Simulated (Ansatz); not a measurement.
Task: Name crystals whose computed values (plane-wave PAW PBEsol (Ansatz code)) fall in these windows: highest Γ mode, no LO–TO term (cm⁻¹) 360 to 490; B₀ by P(V) fit (GPa) 140 to 170; Θ_D (K) 600 to 830.

Result: 

```json
[
 {"crystal": "TiSi2, Fddd (Ti on 8b, Si on 16f)", "highest Γ mode, no LO–TO term (cm⁻¹)": "440", "B₀ by P(V) fit (GPa)": "151", "Θ_D (K)": "739"},
 {"crystal": "TiSi, Pnma (Ti on 4c, Si on 4c)", "highest Γ mode, no LO–TO term (cm⁻¹)": "463", "B₀ by P(V) fit (GPa)": "155", "Θ_D (K)": "661"}
]
```
Others may fit too.

Standing as an ambient phase not checked: TiSi, Pnma (Ti on 4c, Si on 4c). All cells were relaxed under the symmetry of their starts (and spin orders); stability against distortions was not tested throughout. Rows with no word on spin ran without spin polarisation.

Potentials: the earlier of the program's two PAW sets.
